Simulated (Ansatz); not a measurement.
Relaxation of a relaxed Fe cell, doubled along one cell vector, shaken by Gaussian noise of σ = 0.08 Å a coordinate; 2 atoms in the cell, which starts as P-1 (No. 2), aP2; a = 2.3276 Å, b = 2.3276 Å, c = 4.6552 Å, α = 90.00°, β = 90.00°, γ = 90.00°. Computed with PBEsol (plane waves to 420 eV, PAW, scalar-relativistic; Ansatz, an electronic-structure program). Γ-centred k-mesh 7×14×14 on the run's cell (coarser than for final values), Fermi–Dirac smearing 0.05 eV. This is the first round of the run. Spin-polarised start, with parallel moments on Fe.

The optimiser's lines from the output (shortened; P is positive under compression):

```
relax step   1: F+E_penalty+E_count = -8895.97656515 eV  Δ(F+E_penalty+E_count) = +0.000e0 eV  max|allowed force component| = 4.550e-1 eV/Å  Δτ_max = 0.0000 Å  P = +0.778 GPa  Ω = 25.221 Å³  (12 SCF iters, dr2 threshold 1.00e-7 eV, accepted)
relax step   2: F+E_penalty+E_count = -8895.98581151 eV  Δ(F+E_penalty+E_count) = -9.246e-3 eV  max|allowed force component| = 2.643e-1 eV/Å  Δτ_max = 0.0162 Å  P = +0.377 GPa  Ω = 25.257 Å³  (8 SCF iters, dr2 threshold 2.00e-7 eV, accepted)
relax step   3: F+E_penalty+E_count = -8896.09425657 eV  Δ(F+E_penalty+E_count) = -1.084e-1 eV  max|allowed force component| = 8.145e-1 eV/Å  Δτ_max = 0.1955 Å  P = -2.749 GPa  Ω = 25.484 Å³  (10 SCF iters, dr2 threshold 2.00e-7 eV, accepted)
relax step   4: F+E_penalty+E_count = -8896.33174449 eV  Δ(F+E_penalty+E_count) = -2.375e-1 eV  max|allowed force component| = 1.291e0 eV/Å  Δτ_max = 0.1924 Å  P = -2.928 GPa  Ω = 25.230 Å³  (9 SCF iters, dr2 threshold 2.00e-7 eV, accepted)
relax step   5: F+E_penalty+E_count = -8896.53840884 eV  Δ(F+E_penalty+E_count) = -2.067e-1 eV  max|allowed force component| = 1.991e0 eV/Å  Δτ_max = 0.1951 Å  P = -1.409 GPa  Ω = 24.782 Å³  (9 SCF iters, dr2 threshold 2.00e-7 eV, accepted)
relax step   6: F+E_penalty+E_count = -8897.01706660 eV  Δ(F+E_penalty+E_count) = -4.787e-1 eV  max|allowed force component| = 1.869e0 eV/Å  Δτ_max = 0.1960 Å  P = -2.926 GPa  Ω = 23.793 Å³  (8 SCF iters, dr2 threshold 2.00e-7 eV, accepted)
relax step   7: F+E_penalty+E_count = -8897.36538276 eV  Δ(F+E_penalty+E_count) = -3.483e-1 eV  max|allowed force component| = 1.106e0 eV/Å  Δτ_max = 0.1500 Å  P = -0.723 GPa  Ω = 22.540 Å³  (9 SCF iters, dr2 threshold 2.00e-7 eV, accepted)
relax step   8: F+E_penalty+E_count = -8897.51740060 eV  Δ(F+E_penalty+E_count) = -1.520e-1 eV  max|allowed force component| = 2.538e-1 eV/Å  Δτ_max = 0.0466 Å  P = -1.622 GPa  Ω = 22.249 Å³  (9 SCF iters, dr2 threshold 2.00e-7 eV, accepted)
relax step   9: F+E_penalty+E_count = -8897.63030831 eV  Δ(F+E_penalty+E_count) = -1.129e-1 eV  max|allowed force component| = 1.486e-1 eV/Å  Δτ_max = 0.0283 Å  P = -1.188 GPa  Ω = 21.857 Å³  (9 SCF iters, dr2 threshold 2.00e-7 eV, accepted)
relax step  10: F+E_penalty+E_count = -8897.68022476 eV  Δ(F+E_penalty+E_count) = -4.992e-2 eV  max|allowed force component| = 9.451e-2 eV/Å  Δτ_max = 0.0060 Å  P = +0.278 GPa  Ω = 21.492 Å³  (10 SCF iters, dr2 threshold 2.00e-7 eV, accepted)
relax step  11: F+E_penalty+E_count = -8897.68147923 eV  Δ(F+E_penalty+E_count) = -1.254e-3 eV  max|allowed force component| = 4.750e-3 eV/Å  Δτ_max = 0.0085 Å  P = -0.171 GPa  Ω = 21.525 Å³  (8 SCF iters, dr2 threshold 2.00e-7 eV, accepted)
relax step  12: F+E_penalty+E_count = -8897.68153249 eV  Δ(F+E_penalty+E_count) = -5.327e-5 eV  max|allowed force component| = 1.038e-4 eV/Å  Δτ_max = 0.0007 Å  P = +0.040 GPa  Ω = 21.511 Å³  (6 SCF iters, dr2 threshold 2.00e-7 eV, accepted)
relax step  13: F+E_penalty+E_count = -8897.68153060 eV  Δ(F+E_penalty+E_count) = +1.897e-6 eV  max|allowed force component| = 5.014e-5 eV/Å  Δτ_max = 0.0000 Å  P = -0.004 GPa  Ω = 21.514 Å³  (5 SCF iters, dr2 threshold 2.28e-8 eV, accepted)
relax step  14: F+E_penalty+E_count = -8897.70565041 eV  Δ(F+E_penalty+E_count) = -2.412e-2 eV  max|allowed force component| = 2.736e-5 eV/Å  Δτ_max = 0.0000 Å  P = +1.856 GPa  Ω = 21.514 Å³  stress off target by 5.48e0 GPa  SCF on the basis re-selected at this cell (its energy is not comparable with the rows above)  (10 SCF iters)
relax step  15: F+E_penalty+E_count = -8897.71192961 eV  Δ(F+E_penalty+E_count) = -6.279e-3 eV  max|allowed force component| = 8.114e-4 eV/Å  Δτ_max = 0.0001 Å  P = +0.530 GPa  Ω = 21.623 Å³  (8 SCF iters, dr2 threshold 2.00e-7 eV, accepted)
relax step  16: F+E_penalty+E_count = -8897.71215615 eV  Δ(F+E_penalty+E_count) = -2.265e-4 eV  max|allowed force component| = 1.049e-4 eV/Å  Δτ_max = 0.0000 Å  P = -0.017 GPa  Ω = 21.674 Å³  (8 SCF iters, dr2 threshold 2.00e-7 eV, accepted)
relax step  17: F+E_penalty+E_count = -8897.71215933 eV  Δ(F+E_penalty+E_count) = -3.179e-6 eV  max|allowed force component| = 2.332e-5 eV/Å  Δτ_max = 0.0000 Å  P = +0.003 GPa  Ω = 21.673 Å³  (5 SCF iters, dr2 threshold 5.62e-9 eV, accepted)
relax step  18: F+E_penalty+E_count = -8897.71238171 eV  Δ(F+E_penalty+E_count) = -2.224e-4 eV  max|allowed force component| = 2.281e-5 eV/Å  Δτ_max = 0.0000 Å  P = +0.002 GPa  Ω = 21.673 Å³  stress off target by 1.49e-2 GPa  SCF on the basis re-selected at this cell (its energy is not comparable with the rows above)  (9 SCF iters)
```

From the first to the last row the energy changes by -0.87 eV/atom and the volume by -14.1 %. The last row is marked as not comparable with the walk above it, whose basis was carried along; it does compare with step 1, since both stand on a basis selected at the nominal cutoff for their own cell.

Energy and pressure jump between steps 13 and 14 at one geometry, where the plane-wave basis was selected anew. While the cell walks, the set of plane waves is carried along, so its effective cutoff drifts with the strain; re-selecting it at 420 eV moved the energy by -0.012 eV/atom and the pressure by 1.9 GPa. Only step 1 and rows on a re-selected basis compare with each other.

Later rounds, restarted from the end of this one on a renewed k-mesh, logged 8 more steps and released under 0.01 eV/atom more. The final structure after all rounds: Im-3m (No. 229), cI2, bcc (W type); a = 2.7868 Å, b = 2.7868 Å, c = 2.7868 Å, α = 90.00°, β = 90.00°, γ = 90.00°. Between re-selections the logged energies stand on a plane-wave basis carried along with the cell. Spin state reached: ferromagnetic (net 2.10 μB/atom), from parallel starting moments; other spin orders were not run from this start.

The run could not lose the symmetry of its start.

Of the parent cell (Pm-3m (No. 221)): it is a generated cell of Fe: the first start was made by a random draw of sites in a space group, and the end was not matched to a known phase here, so it may be hypothetical. Known forms of Fe include space group No. 229.
